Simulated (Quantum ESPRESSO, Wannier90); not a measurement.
## ZrO₂ (P4₂/nmc), plane waves to Wannier functions

```yaml
crystal:
  lattice:
    - [3.60017, 0.00000, 0.00000]
    - [0.00000, 3.60017, 0.00000]
    - [0.00000, 0.00000, 5.22516]
  atoms:
    - { symbol: Zr, position: [0.00000, 0.00000, 0.00000] }
    - { symbol: Zr, position: [0.50000, 0.50000, 0.50000] }
    - { symbol: O, position: [0.00000, 0.50000, 0.30177] }
    - { symbol: O, position: [0.00000, 0.50000, 0.80177] }
    - { symbol: O, position: [0.50000, 0.00000, 0.19823] }
    - { symbol: O, position: [0.50000, 0.00000, 0.69823] }
```

Structure: Materials Project mp-2574, symmetrised, not relaxed again. COD (Crystallography Open Database) has the formula in 4 space groups, this one among them (matched by group alone). Level: PBEsol, spinors with spin-orbit coupling; pw.x of Quantum ESPRESSO at 68 Ry with PseudoDojo potentials, 6×6×4 k-points, Wannier90. Density: 8×8×6 mesh, cold smearing 0.01 Ry.

The plane-wave run has 100 bands and 48 electrons a cell. On the energy scale of pw.x, whose zero is arbitrary, the valence-band maximum lies at 11.03 eV.

Isolated groups of bands, relative to the valence-band maximum (bands from 57 on overlap up to the last one computed):

```tsv
bands	from (eV)	to (eV)	filling	weight on atomic waves
1–4	-47.26	-47.20	filled	Zr 4s 96 %
5–8	-26.76	-26.41	filled	Zr 4p 95 %
9–16	-25.21	-24.62	filled	Zr 4p 94 %
17–24	-17.40	-15.22	filled	O 2s 79 %, Zr 4d 10 %, Zr 5s 5 %
25–48	-5.24	0.00	filled	O 2p 81 %, Zr 4d 15 %
49–56	4.00	5.61	empty	Zr 4d 85 %, O 2p 12 %
```

Input w.win, without the blocks of cell, atoms and k-points (144 lines):

```
num_bands = 76
num_wann = 44
exclude_bands = 1-24
spinors = true
num_iter = 400
conv_tol = 1.0e-6
conv_window = 4
dis_num_iter = 600
dis_conv_tol = 1.0e-6
dis_froz_max = 20.52
write_hr = true
write_u_matrices = true
begin projections
f=-0.00474,-0.01276,0.00191: d
f=0.49355,0.51224,0.50082: d
f=-0.00357,0.49931,0.31101: p
f=-0.00538,0.51239,-0.19602: p
f=0.50004,-0.01389,0.19803: p
f=0.50994,0.00964,-0.30103: p
end projections
mp_grid = 6 6 4
```

wannier90.x stops with:
```
dis_windows: More states in the frozen window than target WFs
```
At some k-point more bands lie below dis_froz_max than there are Wannier functions, and every frozen state has to fit into the subspace. Mended as below, all else unchanged, the run goes through (Ω_I = 42.5 Å²) and follows the plane-wave bands to 0.4 meV rms (states up to 5.0 eV relative to the valence-band maximum).
```
dis_froz_max = 16.53
```
